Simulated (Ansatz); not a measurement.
Stress against strain in LuSi$_{2}$

```
CELL_PARAMETERS angstrom
3.75000 0.00000 0.00000
-1.87500 3.24760 0.00000
0.00000 0.00000 4.05000
ATOMIC_POSITIONS crystal
Lu 0.00000 0.00000 0.00000
Si 0.33333 0.66667 0.50000
Si 0.66667 0.33333 0.50000
```

Atoms are numbered in the order listed.

The geometry is COD entry 4344350, unchecked; take it as a test cell.

No spin–orbit coupling, which matters for the heavy atoms here.

Computed with DFT, PBEsol, all-electron LAPW, scalar-relativistic in Ansatz 0.2.0.

The runs use a Γ-centred 13×13×10 k mesh, Fermi–Dirac smearing of 0.05 eV, basis error target 0.5 meV/atom, no spin polarisation.

The strain is applied along the Cartesian axes of the cell as listed (the other components stay zero). Fractional coordinates are held (clamped ions).

σ is the change of stress from the unstrained cell, which is at 13.15 GPa; tension is positive, so slopes are stress–strain coefficients at that pressure. In a metal the k mesh adds noise.

Only quantities that a quadratic follows smoothly over the whole series are listed; rougher ones are left out.

```tsv
εxx = εyy	σzz (GPa)	σxx (GPa)
-0.0200	-2.22	-11.08
-0.0100	-1.07	-5.26
0.0000	0.00	0.00
0.0200	1.85	9.05
```

(1) Fit the series and read off the stiffness at zero strain.

(2) One run, at εxx = εyy = 0.0100, is withheld. Predict its row.

Answers

(1) Least-squares fits y = p0 + p1 x + p2 x² to the rows give σzz (GPa): p1 = 102, p2 = -460; σxx (GPa): p1 = 503, p2 = -2600. So C13 + C23 = 102 GPa and C11 + C12 = 503 GPa, for these axes.

(2) The fits give 0.97, 4.79; the run gave 0.98, 4.75.
